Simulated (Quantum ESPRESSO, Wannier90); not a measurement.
RuO$_{2}$ (rutile), plane waves to Wannier functions

Cell from Materials Project (mp-825), symmetrised, no further relaxation. COD (Crystallography Open Database) has an entry of this formula and space group (matched by these alone). Computed values, not measurements, from PBEsol: Quantum ESPRESSO (norm-conserving PseudoDojo potentials, cutoff 68 Ry, spinors with spin-orbit coupling) on a Γ-centred 4×4×6 mesh, then Wannier90. Density: 8×8×10 mesh, cold smearing 0.01 Ry.

```
begin unit_cell_cart
ang
    4.4825000000    0.0000000000    0.0000000000
    0.0000000000    4.4825000000    0.0000000000
    0.0000000000    0.0000000000    3.1113400000
end unit_cell_cart
mp_grid = 4 4 6
```

Task: Which shells of neighbouring k-points and which b-vectors and weights does Wannier90 pick for this cell and mesh?

Result: 
```
 *---------------------------------- K-MESH ----------------------------------*
 +----------------------------------------------------------------------------+
 |                    Distance to Nearest-Neighbour Shells                    |
 |                    ------------------------------------                    |
 |          Shell             Distance (Ang^-1)          Multiplicity         |
 |          -----             -----------------          ------------         |
 |             1                   0.336574                      2            |
 |             2                   0.350429                      4            |
 |             3                   0.485883                      8            |
 |             4                   0.495581                      4            |
 |             5                   0.599068                      8            |
 |             6                   0.673149                      2            |
 |             7                   0.700857                      4            |
 |             8                   0.758900                      8            |
       ... (lines left out)
 +----------------------------------------------------------------------------+
 | The b-vectors are chosen automatically                                     |
 | The following shells are used:                       1,  2                 |
 +----------------------------------------------------------------------------+
 |                        Shell   # Nearest-Neighbours                        |
 |                        -----   --------------------                        |
 |                          1               2                                 |
 |                          2               4                                 |
 +----------------------------------------------------------------------------+
 | Completeness relation is fully satisfied [Eq. (B1), PRB 56, 12847 (1997)]  |
 +----------------------------------------------------------------------------+
 |                  b_k Vectors (Ang^-1) and Weights (Ang^2)                  |
 |                  ----------------------------------------                  |
 |            No.         b_k(x)      b_k(y)      b_k(z)        w_b           |
 |            ---        --------------------------------     --------        |
 |             1         0.000000    0.000000    0.336574     4.413750        |
 |             2         0.000000    0.000000   -0.336574     4.413750        |
 |             3         0.000000    0.350429    0.000000     4.071654        |
 |             4         0.350429    0.000000    0.000000     4.071654        |
 |             5         0.000000   -0.350429    0.000000     4.071654        |
 |             6        -0.350429    0.000000    0.000000     4.071654        |
```
